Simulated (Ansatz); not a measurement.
Starting cell, MgAu (CsCl type):

```xyz
4
Lattice="6.4391 0.0000 0.0000 3.2196 3.2196 0.0000 3.2196 0.0000 3.2196" Properties=species:S:1:pos:R:3 pbc="T T T"
Mg     8.0489     1.6098     1.6098
Mg     4.8293     1.6098     1.6098
Au     0.0000     0.0000     0.0000
Au     3.2196     0.0000     0.0000
```

A phonon eigenvector at R = (0.5, 0.5, 0.5) is frozen into this cell: atom i moves by Q times the vector below, so Q is the largest atomic displacement, in Å. The cell is held. It is one choice among 3 degenerate patterns. (q is in reciprocal vectors of the primitive cell; the cell shown is doubled to hold the pattern.)

```
atom      x      y       z
----  -----  -----  ------
Au3   0.000  0.000  -1.000
Au4   0.000  0.000   1.000
```

Atoms not listed stay in place.

The numbers are results of LDA (plane waves to 420 eV, PAW, scalar-relativistic; Ansatz, a program for electronic structure), not measurements. k mesh 14×14×14 (Γ-centred), Fermi-Dirac smearing 0.05 eV. E stands for the smeared free energy. With partly filled bands, energies and forces of such displacements shift with the k mesh and the smearing. MgAu was relaxed with its symmetry unable to fall. Spin-orbit coupling is left out, though Au is heavy. ΔE is measured from the undisplaced structure. The last digit holds for this mesh only.

| Q (Å) | ΔE (meV/cell) |
|---|---|
| -0.2800 | 415.9 |
| -0.2333 | 258.4 |
| -0.1867 | withheld |
| -0.1400 | 79.7 |
| -0.0933 | 33.8 |
| -0.0467 | 8.2 |
| 0.0000 | 0.0 |
| 0.0467 | 8.2 |
| 0.0933 | 33.8 |
| 0.1400 | 79.7 |
| 0.1867 | withheld |
| 0.2333 | 258.4 |
| 0.2800 | 415.9 |

Fit an even polynomial form (powers 2, 4, 6) to the given rows and predict ΔE at Q = -0.1867.

Least squares on the 11 given rows: ΔE = (3748)·Q² + (14960)·Q⁴ + (62410)·Q⁶, in meV/cell with Q in Å; root-mean-square residual 0.03 meV/cell. At -0.1867 the fit gives 151.5 meV/cell; the calculation gives 151.4 meV/cell, so the interpolation is off by 0.1 (+0.1 %). The quadratic term alone would give 130.6 meV/cell.

(A displaced cell: forces are minus the slopes of the energy, force constants its curvatures, and phonons follow from these.)
